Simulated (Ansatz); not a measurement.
**LiTl6C2O6F2: do the settings matter for the field gradients?**

Cell: a computed structure from the Materials Project (it need not be an observed phase), atoms as given.

```
Li Tl C O F
1.0
     6.08940    0.00000    0.00000
     0.22147    7.60657    0.00000
     0.42944    2.52312    7.62036
Li Tl C O F
1 6 2 6 2
Direct
  0.76581 0.61614 0.55853
  0.25242 0.80096 0.55573
  0.72536 0.85545 0.13498
  0.76565 0.24793 0.42941
  0.25993 0.20384 0.75863
  0.24591 0.55630 0.20511
  0.75159 0.36977 0.95180
  0.29879 0.14615 0.20652
  0.71746 0.87616 0.73832
  0.33984 0.27864 0.05767
  0.30290 0.97414 0.21157
  0.25456 0.19146 0.34850
  0.68982 0.73159 0.87612
  0.70371 0.04090 0.75517
  0.75875 0.85724 0.58369
  0.02997 0.50770 0.53381
  0.54377 0.45397 0.64445
```

Atom numbers follow the list; atoms alike are taken as one site, whose name carries the number of the first.

Reference run. Method: Kohn–Sham DFT in Ansatz, PBE, plane waves and PAW, scalar-relativistic, 420 eV cutoff, Γ-centred 6×5×5 k-points, Fermi–Dirac smearing 0.05 eV.

**Question.** The input is changed as follows: `hamiltonian.hubbard`: not typed → {sites: [{species: O, l: p, u_eff: 40.0}]}; `scf.max_iter`: not typed → 80. What happens to V_zz (10²¹ V/m²) and η?

**Answer.** 

```
site  atom  V_zz reference  η reference  V_zz changed  η changed
 Tl2     2          -10.89         0.62          7.88       0.76
 Tl3     3          -18.13         0.63         -9.11       0.20
 Tl4     4          -19.53         0.48         -7.86       0.73
 Tl5     5           -8.63         0.88        -12.05       0.55
 Tl6     6          -19.46         1.00         12.15       0.14
 Tl7     7          -11.09         0.81        -10.29       0.27
  C8     8            2.31         0.16          1.26       0.26
  C9     9            2.38         0.07          0.72       0.65
 O11    11           10.74         0.92         12.74       0.32
 O14    14           10.56         0.77         12.90       0.31
 O15    15           11.79         0.93         12.31       0.20
 F16    16           -0.86         0.92         -1.31       0.43
 F17    17           -2.17         0.68         -2.65       0.12
```

The largest change of V_zz along a kept axis is on Tl6, from -19.46 to 12.15. In per cent, |V_zz| changes by +40 on Tl, -70 to -46 on C, +4 to +22 on O, +22 on F (all sites that start above 2, bar those whose gradient vanishes or changes sign or whose main axis turns by over 40°). Where |V_zz| stays above 0.1 and the axes keep their order, η moves most on O15, from 0.93 to 0.20. On Tl6, F17, F16 V_xx and V_yy change places (or their axes turn by over 50°), so the two values of η hide a larger change. V_zz changes sign on Tl6 (axis turned by 14°). On Tl4, Tl3, Tl7, Tl2 the largest principal value lies along another axis in the second run, so the two V_zz can't be compared directly. The table leaves out 4 of the 17 sites, with |V_zz| up to 13.33; their tensors move by 3.86 at most along any direction. The statements above cover all sites. At these positions the changed run has forces up to 3.1 eV/Å, so its atoms aren't at their own equilibrium. SCF iterations: 12 and 39. New warnings: filled band counts differ across k points. The changed input holds an enormous U, so its numbers aren't properties of the crystal.

On the reference run: The largest force is 0.3 eV/Å, so the atoms aren't at the calculated equilibrium and relaxing them would move these values. With no gap above 0.1 eV, as in a metal, the gradients converge slowly in k; expect changes of a tenth or more on a denser mesh. Spin–orbit coupling is left out, which shifts gradients on Tl by a few per cent in wide-gap crystals, and can shift them far more where the calculated gap is small or absent, as here. With these PAW files V_zz is typically within 2 to 3 % of all-electron values, but misses above 10 % occur on Li.
